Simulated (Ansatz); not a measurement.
Relaxed Os (hcp, Mg type):

```
Os
1.0
    5.47669     0.00000     0.00000
   -1.36917     2.37148     0.00000
    0.00000     0.00000     4.31593
Os
4
Cartesian
  0.00000   1.58099   3.23695
  2.73835   1.58099   3.23695
  1.36917   0.79049   1.07898
  4.10752   0.79049   1.07898
```

In each cell atom 1 (Os, nearest neighbour Os at 2.675 Å; its periodic images, 2.7 Å or more away, move with it) moves by s·(0.707, 0.707, 0.000) (along Cartesian [110]), the rest being held.

Method: r2SCAN (plane waves to 500 eV, PAW, scalar-relativistic; Ansatz, an electronic-structure program). k mesh 8×16×9 (Γ-centred), Fermi-Dirac smearing 0.05 eV. E stands for the smeared free energy. With partly filled bands, energies and forces of such displacements shift with the k mesh and the smearing. Os is run without spin polarisation. Os was relaxed with its symmetry unable to fall. Spin-orbit coupling is left out, though Os is heavy. ΔE is measured from the undisplaced structure. The last digit holds for this mesh only.

```
s (Å)   ΔE (meV/cell)
------  -------------
-0.540         3048.8
-0.432         1762.5
-0.324          901.6
-0.216          374.8
-0.108           92.2
0.000             0.0
0.108            91.2
0.216           377.0
0.324        withheld
0.432          1708.2
0.540          2860.4
```

Q: Fit a polynomial form (powers 2, 3, 4) to the given rows and predict ΔE at s = 0.324.

A: Least squares on the 10 given rows: ΔE = (7680)·s² + (-533.3)·s³ + (8436)·s⁴, in meV/cell with s in Å; root-mean-square residual 10.92 meV/cell. At 0.324 the fit gives 881.0 meV/cell; the calculation gives 898.9 meV/cell, so the interpolation is off by -17.9 (-2.0 %). The quadratic term alone would give 806.2 meV/cell.

(For displaced atoms, the force is minus the slope of the energy, and its curvature is a force constant, which sets phonon frequencies.)
